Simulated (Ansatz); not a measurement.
# Calculated with Ansatz: Ge₂W, vacancy hop by nudged elastic band

Launch command:

```bash
ansatz run input.yaml --threads 4 --pin off --max-ram 8192MiB --backend cpu --events-out ev --progress --plain --runs-dir out
```

input.yaml:

```yaml
crystal:
  lattice:
    - [0.0, 6.636678, -4.1e-07]
    - [6.636678, 0.0, -4.1e-07]
    - [3.3183385, 3.3183385, -8.18790041]
  atoms:
    - { symbol: Ge, position: [0.16543511, 0.16859193, 0.16796931] }
    - { symbol: Ge, position: [0.33520633, 0.33070741, 0.33153067] }
    - { symbol: W, position: [0.00263962, -0.00412736, -0.00084867] }
    - { symbol: Ge, position: [0.16648641, 0.16780782, 0.66808996] }
    - { symbol: Ge, position: [0.32916175, 0.32924681, 0.83424018] }
    - { symbol: W, position: [-0.0008049, 0.00187139, 0.49668777] }
    - { symbol: Ge, position: [0.1681376, 0.66349412, 0.17124734] }
    - { symbol: Ge, position: [0.33055227, 0.82827752, 0.33658465] }
    - { symbol: W, position: [-0.00131978, 0.49518128, 0.00331817] }
    - { symbol: Ge, position: [0.1616479, 0.6604465, 0.67037621] }
    - { symbol: Ge, position: [0.33157166, 0.83013335, 0.83236562] }
    - { symbol: W, position: [0.00082978, 0.49998017, 0.50113123] }
    - { symbol: Ge, position: [0.66078178, 0.16171805, 0.16934745] }
    - { symbol: Ge, position: [0.8362873, 0.32932714, 0.33555102] }
    - { symbol: W, position: [0.49869417, -0.00215921, 0.00104297] }
    - { symbol: Ge, position: [0.6660384, 0.16588302, 0.66950569] }
    - { symbol: Ge, position: [0.83804509, 0.33656459, 0.83422083] }
    - { symbol: W, position: [0.50233614, -7.001e-05, 0.50261731] }
    - { symbol: Ge, position: [0.66670868, 0.66620845, 0.16849412] }
    - { symbol: Ge, position: [0.83064323, 0.83488779, 0.33037686] }
    - { symbol: Ge, position: [0.6675064, 0.67010683, 0.66456163] }
    - { symbol: Ge, position: [0.83418514, 0.83151433, 0.8328167] }
    - { symbol: W, position: [0.49654651, 0.49703139, 0.49808632] }
kpoints:
  mp_grid: { grid: [2, 2, 2] }
magnetization:
  spin_polarized: false
scf:
  occupations: { method: cold, width: 0.15 }
hamiltonian:
  pseudopotentials: { kind: paw }
  xc: lda
basis:
  ecutwfc: 420
neb:
  images: 3
  relax_end_points: true
  climbing: true
  f_tol: 0.1
  max_iterations: 40
  order_check: false
  final_atoms:
    - { symbol: Ge, position: [0.16543511, 0.16859193, 0.16796931] }
    - { symbol: Ge, position: [0.33520633, 0.33070741, 0.33153067] }
    - { symbol: W, position: [0.00263962, -0.00412736, -0.00084867] }
    - { symbol: Ge, position: [0.16648641, 0.16780782, 0.66808996] }
    - { symbol: Ge, position: [0.32916175, 0.32924681, 0.83424018] }
    - { symbol: W, position: [-0.0008049, 0.00187139, 0.49668777] }
    - { symbol: Ge, position: [0.1681376, 0.66349412, 0.17124734] }
    - { symbol: Ge, position: [0.33055227, 0.82827752, 0.33658465] }
    - { symbol: W, position: [-0.00131978, 0.49518128, 0.00331817] }
    - { symbol: Ge, position: [0.1616479, 0.6604465, 0.67037621] }
    - { symbol: Ge, position: [0.33157166, 0.83013335, 0.83236562] }
    - { symbol: W, position: [0.00082978, 0.49998017, 0.50113123] }
    - { symbol: Ge, position: [0.66078178, 0.16171805, 0.16934745] }
    - { symbol: Ge, position: [0.8362873, 0.32932714, 0.33555102] }
    - { symbol: W, position: [0.49415721, 0.49642152, 0.00211491] }
    - { symbol: Ge, position: [0.6660384, 0.16588302, 0.66950569] }
    - { symbol: Ge, position: [0.83804509, 0.33656459, 0.83422083] }
    - { symbol: W, position: [0.50233614, -7.001e-05, 0.50261731] }
    - { symbol: Ge, position: [0.66670868, 0.66620845, 0.16849412] }
    - { symbol: Ge, position: [0.83064323, 0.83488779, 0.33037686] }
    - { symbol: Ge, position: [0.6675064, 0.67010683, 0.66456163] }
    - { symbol: Ge, position: [0.83418514, 0.83151433, 0.8328167] }
    - { symbol: W, position: [0.49654651, 0.49703139, 0.49808632] }
```

Origin of the cell: a database entry, scaled a little.

The cell is 2×2×2 cells of Ge2W with one W taken out; atom 15 (W) hops into the empty site, 3.31 Å away before the end points are relaxed. All atoms were shaken by about 0.02 Å first.

Output (shortened):

```
SCF iter   1: F=—  HF=-138358.461712 eV  Δρ=7.08e-3  dr2=1.16e-1  defer=4
SCF iter   2: F=—  HF=-138358.436600 eV  S|Δr|=    0.00e0  Δρ=2.52e-3  dr2=2.61e-2  defer=4
SCF iter   3: F=—  HF=-138358.421841 eV  S|Δr|=    0.00e0  Δρ=9.90e-4  dr2=2.79e-3  defer=4
[… 3 lines left out …]
SCF iter   7: F=—  HF=-138358.421408 eV  S|Δr|=    0.00e0  Δρ=1.99e-5  dr2=5.67e-6  defer=4
SCF iter   8: F=—  HF=-138358.421408 eV  S|Δr|=    0.00e0  Δρ=7.17e-6  dr2=5.18e-7  defer=4
SCF iter   9: F=-138358.421407 eV  HF=-138358.421407 eV  S|Δr|=    0.00e0  Δρ=1.93e-6  dr2=3.10e-8
NEB iter   1: max|band force component| = 7.254e0 eV/Å  barrier→ = 11.9546 eV  barrier← = 11.9547 eV  Δτ_max = 0.2000 Å  (48 SCF iters)
NEB iter   2: max|band force component| = 2.132e0 eV/Å  barrier→ = 7.1145 eV  barrier← = 7.1147 eV  Δτ_max = 0.0978 Å  (27 SCF iters)
NEB iter   3: max|band force component| = 6.567e-1 eV/Å  barrier→ = 6.2982 eV  barrier← = 6.2984 eV  Δτ_max = 0.0473 Å  (21 SCF iters)
NEB iter   4: max|band force component| = 1.292e-1 eV/Å  barrier→ = 6.1767 eV  barrier← = 6.1769 eV  CI = image 2  Δτ_max = 0.0110 Å  (20 SCF iters)
NEB iter   5: max|band force component| = 2.612e-2 eV/Å  barrier→ = 6.1715 eV  barrier← = 6.1717 eV  CI = image 2  Δτ_max = 0.0000 Å  (17 SCF iters)
--- NEB band (5 images, 5 band iterations, 133 SCF iterations, 50 more in tests of the images' electronic states and relaxations of end points) ---
  forward barrier  = 6.171549 eV
  backward barrier = 6.171715 eV
  lagrangian_above_aufbau_ev (what the smearing adds, to first order; not taken off the barriers): saddle image -0.024839 eV, end points +0.002392 and +0.000839 eV
  climbing image's point = of an order that was not read
  energies are F+E_penalty+E_count in eV, relative to image 0
  image     s (Å)  Δ vs image 0  max|band force component| (eV/Å)
      0    0.0000      0.000000                                 —
      1    0.9263      2.609053                          2.095e-2
  *   2    1.8522      6.171549                          2.612e-2
      3    2.7789      2.602782                          2.140e-2
      4    3.7059     -0.000166                                 —
```

The converged band:

```csv
image,path over all atoms (Å),ΔF (eV),W x,y,z (Å)
0,0.00,0.000,-0.01,3.32,-0.01
1,0.93,2.609,0.76,3.32,-0.01
2,1.85,6.172,1.65,3.32,-0.01
3,2.78,2.603,2.55,3.32,-0.01
4,3.71,0.000,3.31,3.32,-0.01
```

Highest image (2), forces in eV/Å:

```xyz
23
Lattice="0.000 6.637 0.000 6.637 0.000 0.000 3.318 3.318 -8.188" Properties=species:S:1:pos:R:3:forces:R:3 pbc="T T T" image=2
Ge    1.651    1.415   -1.531    0.000   -0.004    0.012
Ge    3.231    3.317   -2.690    0.012    0.000    0.012
W    -0.012   -0.001   -0.007   -0.007    0.000    0.000
Ge    3.196    3.317   -5.381   -0.008    0.000    0.012
Ge    4.969    4.733   -6.671    0.000   -0.005   -0.013
W     1.651    1.584   -4.134    0.000   -0.017   -0.026
Ge    4.970    1.699   -1.284   -0.001   -0.010   -0.014
Ge    6.707    3.317   -2.691   -0.012    0.000    0.013
W     3.314   -0.001   -0.007    0.006    0.000    0.000
Ge    6.742    3.317   -5.381    0.008    0.000    0.011
Ge    8.288    5.017   -6.918   -0.001   -0.010    0.014
W     4.969    1.731   -4.068    0.000    0.015    0.025
Ge    1.651    5.219   -1.531    0.000    0.005    0.011
Ge    3.424    6.635   -2.821    0.008    0.000   -0.011
W     1.651    3.317   -0.006    0.003    0.000    0.008
Ge    3.389    6.635   -5.512   -0.010    0.000   -0.014
Ge    4.969    8.538   -6.671    0.000    0.005   -0.014
W     1.651    5.050   -4.134    0.000    0.017   -0.026
Ge    4.970    4.935   -1.284   -0.001    0.010   -0.014
Ge    6.515    6.635   -2.821   -0.008    0.000   -0.012
Ge    6.549    6.635   -5.512    0.011    0.000   -0.013
Ge    8.288    8.253   -6.918   -0.001    0.010    0.013
W     4.969    4.903   -4.068    0.000   -0.015    0.025
```

Barrier of this path: 6.17 eV forwards, 6.17 eV backwards, after 5 band iterations.

Caveats: no moments, though an odd count or open d shells may carry them; no spin-orbit coupling, though heavy elements are present; the k mesh is coarse if the cell is a metal; a small cell with a neutral vacancy and no spin, whose shape can make like sites unlike; the cell is held at a rescaled volume, and strain moves barriers; the hop was drawn among near neighbours and need not be the easiest path; few images and a loose tolerance, and neither the top nor the ends were tested for their order.

Time: 4.9 min on 4 threads of Arm Neoverse V2, on a shared host, peak memory 2.7 GiB, from the program's own first density.
